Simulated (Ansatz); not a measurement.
**ZrTi2: how the energy converges with the cutoff**

ZrTi2, P1, a = 4.798 Å, b = 4.835 Å, c = 2.998 Å, α, β, γ = 91.6°, 89.0°, 120.2°. Ansatz: PBEsol, PAW, cutoff varied, Γ-centred 8×8×10 mesh on 3 atoms, Gaussian smearing 0.10 eV; no spin polarisation. Single points at one geometry with displaced atoms, the cutoff alone changed; ΔE is the energy at zero smearing over the run at 600 eV. The runs up to 350 eV lie under the cutoff recommended for these PAW datasets.

| cutoff (eV) | ΔE (meV/atom) |
| --- | --- |
| 200 | 3969.88 |
| 250 | 739.07 |
| 300 | 96.22 |
| 350 | 7.53 |
| 420 | ? |

Problem. Assume ΔE falls exponentially with the cutoff, fit y = ln ΔE against x, the cutoff in eV, to the other rows, and predict the missing value.

Solution. y = 8.286, 6.605, 4.567, 2.019. Means x = 275.0, y = 5.3692; Σ(Δx)² = 12500, ΣΔxΔy = -521.0; the slope is their ratio. y = 16.83 − 0.04168 x, a factor of ten per 55 eV. At 420 eV this gives ΔE = 0.51 meV/atom. The run gave 0.60, a ratio of 0.85. Between neighbouring rows the decay runs from a factor of ten per 45 eV to one per 68 eV, so one exponential is only a rough guide.